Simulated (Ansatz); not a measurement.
KCl (rock salt)

```
CELL_PARAMETERS angstrom
      0.00000     6.38117     6.38117
      3.19058     3.19058     6.38117
      3.19058     3.19058     0.00000
ATOMIC_POSITIONS crystal
  Cl 0.00000 0.00000 0.00000
  Cl 0.50000 0.00000 0.00000
  K  0.00000 0.50000 0.50000
  K  0.50000 0.50000 0.50000
```

A phonon eigenvector at X = (0.5, 0.5, 0.0) is frozen into this cell: atom i moves by Q times the vector below, so Q is the largest atomic displacement, in Å. The cell is held. It is one choice among 2 degenerate patterns. (q is in reciprocal vectors of the primitive cell; the cell shown is doubled to hold the pattern.)

```json
[
 {"atom": "Cl1", "x": "0.000", "y": "-1.000", "z": "0.000"},
 {"atom": "Cl2", "x": "0.000", "y": "1.000", "z": "0.000"},
 {"atom": "K3", "x": "0.000", "y": "-0.872", "z": "0.000"},
 {"atom": "K4", "x": "0.000", "y": "0.872", "z": "0.000"}
]
```

Level of theory: PBE (plane waves to 420 eV, PAW, scalar-relativistic; Ansatz, a program for electronic structure). k mesh 9×9×9 (Γ-centred), Fermi-Dirac smearing 0.05 eV. The energy includes the smearing's −TS. KCl was relaxed with its symmetry unable to fall. The zero of ΔE is the undisplaced structure.

Successive frames, forces in eV/Å:

| frame | ΔE (eV/cell) | F on Cl1 | F on Cl2 | F on K3 | F on K4 |
|---|---|---|---|---|---|
| Q = -0.180 Å | 0.1556 | (0.000, -0.544, 0.000) | (0.000, 0.544, 0.000) | (0.000, -0.533, 0.000) | (0.000, 0.533, 0.000) |
| Q = -0.150 Å | 0.1026 | (0.000, -0.414, 0.000) | (0.000, 0.414, 0.000) | (0.000, -0.403, 0.000) | (0.000, 0.403, 0.000) |
| Q = -0.120 Å | 0.0629 | (0.000, -0.306, 0.000) | (0.000, 0.306, 0.000) | (0.000, -0.297, 0.000) | (0.000, 0.297, 0.000) |
| Q = -0.090 Å | 0.0342 | (0.000, -0.215, 0.000) | (0.000, 0.215, 0.000) | (0.000, -0.208, 0.000) | (0.000, 0.208, 0.000) |

**Question.** What are the energy and the forces in the next frame, Q = -0.060 Å?

**Answer.** ΔE (eV/cell) = 0.0148.

```tsv
atom	Fx	Fy	Fz
Cl1	0.000	-0.137	0.000
Cl2	0.000	0.137	0.000
K3	0.000	-0.132	0.000
K4	0.000	0.132	0.000
```

(For displaced atoms, the force is minus the slope of the energy, and its curvature is a force constant, which sets phonon frequencies.)
